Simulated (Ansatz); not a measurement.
Consider the following.

MoPd (CsCl type, Pm-3m), a = b = c = 3.120 Å, α = β = γ = 90.00°.

This is the PBEsol-relaxed structure.

**Question.** All from plane-wave PAW PBEsol (Ansatz code), unless another level is named. Give the density of states at the Fermi level.

**Answer.** 1.7 states/eV per atom (mean over ±0.08 eV).

**Question.** What about the formation energy from the elements (no fitted shifts)?

**Answer.** 0.46 eV/atom.

The start of the workflow was typed in or built on a structure type; neither database checked (COD, Materials Project) lists it. Its standing as an ambient phase is unchecked. Symmetry was held in the PBEsol relaxation. At this level the phase is mechanically unstable. The run is not spin-polarised. Its formation energy is positive at this level, so the cell may be metastable or incomplete. The references are the lowest solids computed at this level, not always the standard phases. Scalar-relativistic: spin–orbit coupling is off unless named, which matters more the heavier the elements.

Potentials: the later of the program's two PAW sets.
